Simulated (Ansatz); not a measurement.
Computed with DFT PBE, scalar-relativistic, plane waves, PAW (Ansatz 0.2.0).

Structure of SiC:

```
CELL_PARAMETERS angstrom
3.09525 0.00000 0.00000
-1.54763 2.68057 0.00000
0.00000 0.00000 20.24237
ATOMIC_POSITIONS crystal
Si 0.33333 0.66667 0.25010
Si 0.66667 0.33333 0.75010
Si 0.33333 0.66667 0.62499
Si 0.66667 0.33333 0.12499
Si 0.00000 0.00000 0.00009
Si 0.00000 0.00000 0.50009
Si 0.33333 0.66667 0.87518
Si 0.66667 0.33333 0.37518
C 0.33333 0.66667 0.96892
C 0.66667 0.33333 0.46892
C 0.00000 0.00000 0.09386
C 0.00000 0.00000 0.59386
C 0.33333 0.66667 0.34412
C 0.66667 0.33333 0.84412
C 0.33333 0.66667 0.71873
C 0.66667 0.33333 0.21873
```

Cutoff 420 eV; k points 12×12×2 on the computed 16-atom cell (Γ-centred); Gaussian smearing, width 0.02 eV; no spin polarisation.

Levels along Γ–M–K–Γ–A–L–H–A | L–M | H–K, in eV from a zero inside the gap, sorted by energy at each point. Points in fractions of the primitive reciprocal vectors: Γ (0.000 0.000 0.000), M (0.500 0.000 0.000), K (0.333 0.333 0.000), A (0.000 0.000 0.500), L (0.500 0.000 0.500), H (0.333 0.333 0.500).
```csv
point,"k (1/Å, with 2π)",band 29,band 30,band 31,band 32,band 33,band 34,band 35
Γ,0.000,-1.06,-0.92,-0.89,-0.89,4.19,4.26,4.58
-,0.234,-1.23,-1.19,-1.02,-0.96,4.50,4.61,4.76
-,0.469,-1.58,-1.54,-1.32,-1.23,3.36,3.57,3.65
-,0.703,-1.99,-1.96,-1.77,-1.59,2.16,2.22,2.70
-,0.938,-2.30,-2.27,-2.19,-1.87,1.24,1.37,2.13
M,1.172,-2.42,-2.38,-2.29,-1.97,0.89,1.08,1.95
-,1.307,-2.57,-2.35,-2.34,-2.27,1.15,1.40,2.35
-,1.443,-2.97,-2.82,-2.53,-2.37,1.66,2.04,2.89
-,1.578,-3.30,-2.96,-2.87,-2.49,2.11,2.60,3.08
-,1.713,-3.34,-3.16,-3.11,-2.73,2.37,3.00,3.10
K,1.849,-3.35,-3.29,-3.03,-3.03,2.38,3.11,3.20
-,2.119,-3.26,-2.97,-2.65,-2.49,2.74,2.78,3.11
-,2.390,-3.12,-2.52,-1.97,-1.83,3.21,3.51,3.62
-,2.661,-2.13,-1.96,-1.71,-1.25,4.18,4.23,4.26
-,2.931,-1.44,-1.20,-1.14,-1.01,4.70,4.78,4.85
Γ,3.202,-1.06,-0.92,-0.89,-0.89,4.19,4.26,4.58
-,3.233,-1.05,-0.93,-0.89,-0.89,4.19,4.25,4.59
-,3.264,-1.02,-0.99,-0.90,-0.90,4.20,4.25,4.60
-,3.295,-0.99,-0.99,-0.91,-0.91,4.20,4.24,4.62
-,3.326,-0.97,-0.97,-0.92,-0.92,4.21,4.23,4.65
A,3.357,-0.94,-0.94,-0.94,-0.94,4.22,4.22,4.69
-,3.591,-1.26,-1.26,-1.03,-1.03,4.54,4.54,4.90
-,3.826,-1.54,-1.54,-1.32,-1.32,3.42,3.42,3.90
-,4.060,-1.96,-1.96,-1.70,-1.70,2.17,2.17,2.87
-,4.295,-2.31,-2.31,-1.99,-1.99,1.31,1.31,2.22
L,4.529,-2.50,-2.50,-2.09,-2.09,1.01,1.01,2.01
-,4.665,-2.64,-2.64,-2.24,-2.24,1.29,1.29,2.35
-,4.800,-2.95,-2.95,-2.44,-2.44,1.82,1.82,3.08
-,4.935,-2.98,-2.98,-2.69,-2.69,2.25,2.25,3.45
-,5.070,-3.17,-3.17,-2.87,-2.87,2.54,2.54,3.24
H,5.206,-3.48,-3.48,-2.88,-2.88,2.69,2.69,3.03
-,5.476,-3.08,-3.08,-2.60,-2.60,2.73,2.73,3.50
-,5.747,-2.70,-2.70,-1.92,-1.92,3.46,3.46,3.63
-,6.018,-2.08,-2.08,-1.41,-1.41,4.21,4.21,4.29
-,6.288,-1.35,-1.35,-1.12,-1.12,4.73,4.73,4.94
A,6.559,-0.94,-0.94,-0.94,-0.94,4.22,4.22,4.69
L,6.559,-2.50,-2.50,-2.09,-2.09,1.01,1.01,2.01
-,6.590,-2.56,-2.44,-2.14,-2.05,0.98,1.04,1.98
-,6.621,-2.61,-2.38,-2.20,-2.02,0.94,1.06,1.96
-,6.652,-2.56,-2.33,-2.26,-1.99,0.92,1.07,1.96
-,6.683,-2.48,-2.33,-2.30,-1.98,0.90,1.07,1.95
M,6.714,-2.42,-2.38,-2.29,-1.97,0.89,1.08,1.95
H,6.714,-3.48,-3.48,-2.88,-2.88,2.69,2.69,3.03
-,6.745,-3.54,-3.42,-2.89,-2.89,2.59,2.80,3.04
-,6.776,-3.55,-3.36,-2.92,-2.92,2.50,2.91,3.07
-,6.807,-3.46,-3.32,-2.96,-2.96,2.44,3.02,3.12
-,6.838,-3.38,-3.30,-3.01,-3.01,2.40,3.09,3.17
K,6.870,-3.35,-3.29,-3.03,-3.03,2.38,3.11,3.20
```

Cost: 1 run of about 6.9 core-minutes, on AMD EPYC (Zen 3) (shared hosts).